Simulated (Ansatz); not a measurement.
Consider the following.

Ge$_{2}$Pd:
```
Ge2Pd
1.0
    0.00000     4.17198     5.12339
    2.41593     0.00000     5.12339
    2.41593     4.17198     0.00000
Ge Pd
4 2
Direct
  0.66803   0.33197   0.66803
  0.33197   0.66803   0.33197
  0.58197   0.91803   0.58197
  0.91803   0.58197   0.91803
  0.00000   0.00000   0.00000
  0.25000   0.25000   0.25000
```

This is the PBE-relaxed structure.

### Question
All from the program Ansatz at the PBE level (PAW), unless another level is named. Give the electronic character.

### Answer
metallic (no gap).

### Question
Next, the formation energy from the elements (no fitted shifts)?

### Answer
-0.072 eV/atom.

### Question
What about the density of states at the Fermi level?

### Answer
0.43 states/eV per atom (mean over ±0.08 eV).

Space group Fddd. A made-up cell: these elements were put on the sites of a structure type; neither database checked (COD, Materials Project) lists it. Its standing as an ambient phase is unchecked. The PBE relaxation kept the symmetry of its start; its stability against distortions is not shown here. No spin polarisation was allowed. The references are the lowest solids computed at this level, not always the standard phases. Spin–orbit coupling is left out wherever it is not named.

Potentials: the later of the program's two PAW sets.
